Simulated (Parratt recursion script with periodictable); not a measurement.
**Peak EUV reflectivity of a Si/Mo multilayer on Si against the number of periods**

```
layer, from the top  thickness (Å)  density (g/cm³)  rms roughness of its top face (Å)  δ at 13.5 nm  β at 13.5 nm
-------------------  -------------  ---------------  ---------------------------------  ------------  ------------
Si (in each period)             46            2.313                                  4  9.927 × 10⁻⁴      0.001813
Mo (in each period)           24.8           10.026                                  4       0.07476      0.006314
Si (substrate)                   –            2.313                                  4  9.927 × 10⁻⁴      0.001813
```

The refractive index is n = 1 − δ + iβ; the runs take δ and β at each wavelength of the scan. Vacuum lies above.

Densities are inputs, not measurements. They were set from computed cells of the Materials Project: Si from entry mp-149 (Fd-3m, 2.313 g/cm³); Mo from entry mp-129 (Im-3m, 10.026 g/cm³). A layer's crystal structure does not enter its constants, only its composition and density.

Method: EUV and soft X-ray reflectivity, Parratt recursion, Névot-Croce roughness, Henke tables (Parratt recursion script with periodictable 1.7.1).

Light falls at α = 15° from the surface normal. R is the mean of s and p polarisation. The wavelength is scanned from 12.42 to 14.58 nm in 161 evenly spaced points, without smoothing. The peak is the highest scan point; its wavelength and height come from a parabola through R at that point and its two neighbours.

The runs differ in the number of periods N alone.

| N | peak λ (nm) | peak R (%) |
|---|---|---|
| 5 | 13.464 | 7.9 |
| 15 | 13.352 | 40.1 |
| 25 | 13.357 | ? |
| 60 | 13.378 | 69.8 |
| 100 | 13.379 | 70.0 |

**Question.** Estimate the peak reflectivity for N = 25, trying the form R = R∞ tanh²(aN + b).

**Answer.** Take R∞ from the largest stack, 70.0 % at N = 100. For the shown rows under 97 % of it, y = artanh[(R/R∞)^½] is 0.350 at N = 5, 0.989 at N = 15. The line through them has a = 0.0639 and b = 0.030. This form gives tanh²y = 1.000 at N = 100, in keeping with the choice of R∞. At N = 25, y = 1.628 and R = 70.0 × tanh²y = 60.0 %.

The run gave 59.4 %, so the form misses by 0.6 points.
